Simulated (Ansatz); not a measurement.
AlP (zinc blende, F-43m) under volume change, the program Ansatz at the HSE06 level (PAW), scaled uniformly.

```csv
V (Å³/atom),E − E(relaxed) (meV/atom),P (GPa)
18.676,55.2,10.35
19.292,23.3,6.37
19.908,5.5,2.95
20.523,0.0,0.00
21.139,5.0,-2.53
21.755,19.0,-4.70
22.370,40.7,-6.57
```

What does a third-order Birch–Murnaghan fit give for V₀, B₀ and B′?

V₀ = 20.52 Å³/atom, B₀ = 90.7 GPa, B′ = 4.0.

The cell was relaxed with HSE06 under the symmetry of its start.

Potentials: the later of the program's two PAW sets.
